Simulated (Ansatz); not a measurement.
TiAl₃:
```cif
data_Al3Ti
_chemical_formula_sum 'Ti1 Al3'
_space_group_name_H-M_alt 'Pm-3m'
_space_group_IT_number 221
_space_group_name_Hall '-P 4 2 3'
_cell_length_a 3.95517
_cell_length_b 3.95517
_cell_length_c 3.95517
_cell_angle_alpha 90.000
_cell_angle_beta 90.000
_cell_angle_gamma 90.000
loop_
_atom_site_label
_atom_site_type_symbol
_atom_site_symmetry_multiplicity
_atom_site_Wyckoff_symbol
_atom_site_fract_x
_atom_site_fract_y
_atom_site_fract_z
_atom_site_occupancy
Ti1 Ti 1 a 0.00000 0.00000 0.00000 1
Al1 Al 3 c 0.00000 0.50000 0.50000 1
```

Relaxed with r²SCAN.

Task: Which orbitals make up the states near the Fermi level in the program Ansatz at the r²SCAN level (PAW)?

Result: Within 0.5 eV of the Fermi level: Ti 3d 58 %, Al 3p 25 %, Al 3s 7 %, outside the projected shells 5 %. Projections are on Löwdin-orthogonalised atomic valence shells; empty p or d shells of many metals are not among them.

Task: Tabulate the density of states.

Result: States/eV per cell of 4 atoms, in 0.25 eV bins, energy from the Fermi level.

```
E (eV)  total  Al 3p  Ti 3d  Al 3s
------  -----  -----  -----  -----
-7.85    0.75   0.43   0.04   0.21
-7.60    0.71   0.41   0.04   0.20
-7.35    0.74   0.43   0.04   0.21
-7.10    0.80   0.46   0.04   0.23
-6.85    0.92   0.53   0.05   0.27
-6.60    1.09   0.62   0.06   0.34
-6.35    1.14   0.63   0.08   0.38
-6.10    1.20   0.64   0.10   0.41
-5.85    1.18   0.60   0.12   0.41
-5.60    1.18   0.58   0.15   0.41
-5.35    1.22   0.58   0.18   0.41
-5.10    1.11   0.59   0.16   0.31
-4.85    1.03   0.57   0.16   0.26
-4.60    1.18   0.71   0.18   0.25
-4.35    1.38   0.86   0.21   0.25
-4.10    1.43   0.90   0.24   0.24
-3.85    1.58   1.03   0.27   0.22
-3.60    1.74   1.13   0.33   0.21
-3.35    1.85   1.18   0.41   0.20
-3.10    1.93   1.20   0.49   0.18
-2.85    2.09   1.26   0.61   0.16
-2.60    2.45   1.44   0.81   0.15
-2.35    2.83   1.55   1.09   0.14
-2.10    2.28   1.14   0.97   0.12
-1.85    1.58   0.73   0.73   0.09
-1.60    1.32   0.55   0.65   0.08
-1.35    1.36   0.52   0.72   0.08
-1.10    1.36   0.50   0.75   0.08
-0.85    1.31   0.45   0.74   0.07
-0.60    1.13   0.37   0.64   0.07
-0.35    0.99   0.29   0.54   0.09
-0.10    1.95   0.45   1.18   0.16
0.15     2.68   0.64   1.62   0.20
0.40     2.71   0.73   1.55   0.17
0.65     1.92   0.61   1.03   0.07
0.90     3.82   0.82   2.24   0.25
1.15     4.95   0.64   3.47   0.17
1.40     4.02   0.51   3.23   0.09
1.65     1.81   0.37   0.97   0.16
1.90     2.06   0.54   0.85   0.28
2.15     2.48   0.71   0.96   0.37
2.40     1.90   0.44   0.66   0.43
2.65     1.82   0.36   0.71   0.52
2.90     2.97   0.57   1.38   0.79
3.15     2.98   0.74   1.10   0.83
3.40     3.42   1.11   1.01   0.88
3.65     2.38   0.90   0.60   0.53
3.90     1.54   0.62   0.37   0.29
4.15     1.26   0.49   0.27   0.23
4.40     1.63   0.60   0.28   0.35
4.65     2.12   0.80   0.39   0.49
```

The workflow started from a Materials Project entry (that database holds measured and hypothetical structures alike); the Crystallography Open Database copy checked does not list it. With Ti and Al taken as one species the cell has the higher symmetry Fm-3m, so it may be an ordered model of a mixed-site phase. Whether it is the stable phase at ambient conditions was not checked. Symmetry was held in the r²SCAN relaxation; of distortions, only those at the zone centre were tested. No spin polarisation was allowed.

Potentials: the earlier of the program's two PAW sets.
